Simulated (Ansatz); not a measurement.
# Mg$_{2}$TeS: computed property card

Mg2TeS:
```yaml
crystal:
  lattice:
    - [2.12818, 1.22870, 7.02259]
    - [-2.12818, 1.22870, 7.02259]
    - [0.00000, -2.45741, 7.02259]
  atoms:
    - { symbol: Mg, position: [0.99054, 0.99054, 0.99054] }
    - { symbol: Mg, position: [0.51049, 0.51049, 0.51049] }
    - { symbol: Te, position: [0.12246, 0.12246, 0.12246] }
    - { symbol: S, position: [0.62648, 0.62648, 0.62648] }
```

Space group R3m (No. 160); conventional cell a = 4.256 Å, b = 4.256 Å, c = 21.068 Å, α = 90.00°, β = 90.00°, γ = 120.00°.

Method: plane-wave PAW PBEsol (Ansatz code). The cell and atoms are relaxed at this level. Other levels are named where they apply.

Cell and energy:

Volume per atom: 27.55 Å³
Density: 3.14 g/cm³
Formation energy from the elements (no fitted shifts): -1.06 eV/atom

Electronic structure:

- Band gap: 1.40 eV (direct)
- Valence-band maximum: at Γ
- Conduction-band minimum: at Γ
- Electron effective mass: 0.20, 0.24, 0.24 mₑ (principal values)
- Electron effective mass with spin–orbit coupling: 0.20, 0.23, 0.23 mₑ (principal values)
- Hole effective mass, band 1 of 2 at the edge: 1.0 along x, 7.6 along z (mₑ)
- Hole effective mass, band 2 of 2 at the edge: 0.17 along x, 7.6 along z (mₑ)
- Hole effective mass with spin–orbit coupling: 0.26, 0.26, 7.2 mₑ (principal values)
- HSE06 gap on the PBEsol cell: 2.32 eV
- Gap with spin–orbit coupling: 1.12 eV

Mechanics:

* **Bulk modulus (Birch–Murnaghan fit)**: 43.7 GPa
* **Pressure derivative B′**: 4.0
* **Elastic constants (relaxed ions, GPa)**: C11 = 67.7, C12 = 32.7, C13 = 29.4, C14 = -5.9, C33 = 75.2, C44 = 11.4
* **Mechanical stability**: stable (all eigenvalues of C positive)
* **Hill bulk and shear moduli**: 43.7 and 14.3 GPa
* **Young's modulus**: 38.7 GPa
* **Poisson's ratio**: 0.35
* **Debye temperature from the elastic constants**: 237 K
* **Piezoelectric stress constants (proper, relaxed ions, C/m²)**: e15 = e24 = -0.10, e16 = e21 = 0.14, e22 = -0.14, e31 = e32 = -0.07, e33 = 0.32

Dielectric response:

- Electronic dielectric constant ε∞ (DFPT) = 5.10 (xx = yy), 5.00 (zz)
- Born charges (a third of the trace) = Mg +1.79 to +2.03, Te -1.76, S -2.07 e
- Largest static χ(2) component = 17 pm/V

The first step of the workflow began from a Materials Project structure, measured or hypothetical; the Crystallography Open Database copy checked does not list it. Its standing as an ambient phase is unchecked. The PBEsol relaxation kept the symmetry of its start; whether a distortion lowers the energy is not shown. Signs of piezoelectric constants follow the polarity of the cell as given. The references are the lowest solids computed at this level, not always the standard phases. Scalar-relativistic: spin–orbit coupling is off unless named, which matters more the heavier the elements.

Potentials: the later of the program's two PAW sets.
